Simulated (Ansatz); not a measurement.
Consider the following.

Ge:
Space group Ia-3 (No. 206); a = 6.967 Å, b = 6.967 Å, c = 6.967 Å, α = 90.00°, β = 90.00°, γ = 90.00°

```
atom  site  symmetry       x       y       z
----  ----  --------  ------  ------  ------
Ge     16c       .3.  0.1494  0.1494  0.1494
```
(The calculation used a cell of 8 atoms; values per cell refer to that cell.)

This is the r²SCAN-relaxed structure.

Task: All from r²SCAN (plane waves, PAW; program Ansatz), unless another level is named. Predict the electronic character.

Result: metallic (no gap).

Task: What about the density of states at the Fermi level?

Result: 0.08 states/eV per atom (mean over ±0.08 eV).

Task: Next, the gap with spin–orbit coupling?

Result: none (metallic).

The first step of the workflow began from a Materials Project structure, measured or hypothetical; the Crystallography Open Database copy checked does not list it. It is not the phase usual at ambient conditions (space group No. 227). The cell was relaxed with r²SCAN under the symmetry of its start; whether a distortion lowers the energy is not shown. Scalar-relativistic: spin–orbit coupling is off unless named, which matters more the heavier the elements.

Potentials: the later of the program's two PAW sets.
